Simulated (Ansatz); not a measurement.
### Question
BN in space group P6_3/mmc (No. 194; B on 2b, N on 2d) is relaxed with DFT-PBE+D3(BJ) in the program Ansatz with PAW potentials. What lattice parameters of the conventional cell result?

### Answer
a = 2.506 Å, c = 6.657 Å.

### Question
Is it a metal or does it have a gap at this level?

### Answer
A gap of 3.63 eV.

The start of the workflow was typed in or built on a structure type. Its sites differ from those of the usual phase in this space group: another stacking or structure type. The cell was relaxed with PBE+D3(BJ) under the symmetry of its start; whether a distortion lowers the energy is not shown. The volume moved by 54 % from the start of the relaxation.

Potentials: the later of the program's two PAW sets.
